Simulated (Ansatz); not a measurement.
## Quadrupolar parameters in Co

The cell is an entry of the Crystallography Open Database (COD), whose atoms a relaxation with PBE at fixed cell left in place.

```
Co
1.0
     2.50740    0.00000    0.00000
    -1.25370    2.17147    0.00000
     0.00000    0.00000    4.06990
Co
2
Cartesian
  0.0000 1.4476 1.0175
  1.2537 0.7238 3.0524
```

Sites (sets of like atoms) are named by element and the number of their first atom in this list.

Level of theory: DFT, PBE, plane waves and PAW, scalar-relativistic, collinear spin, 420 eV cutoff, Γ-centred 15×15×8 k-points, Fermi–Dirac smearing 0.05 eV (Ansatz 0.2.0). Start moments as typed (μB): 2 on each Co.

V_zz is the principal component of the electric field gradient with the largest magnitude, η = (V_xx − V_yy)/V_zz and C_Q = eQV_zz/h.

⁵⁹Co: I = 7/2, Q = 420.0 mb. Nuclear quadrupole moments: year-2017 set (Pyykkö).

(1) Which values are expected at the nuclei?

Results:

(1) 

```
site  atoms (order as listed)           first shell  V_xx, V_yy, V_zz (10²¹ V/m²)     η  C_Q (MHz)
  Co                     1, 2  12 Co at 2.50–2.51 Å             0.11, 0.11, -0.23  0.00      -2.30
```

An axis of threefold or higher order runs through Co, so V_zz lies along it and η is zero.

With no gap above 0.1 eV, as in a metal, the gradients converge slowly in k; expect changes of a tenth or more on a denser mesh. With these PAW files V_zz is typically within 2 to 3 % of all-electron values, but misses above 10 % occur on Co.
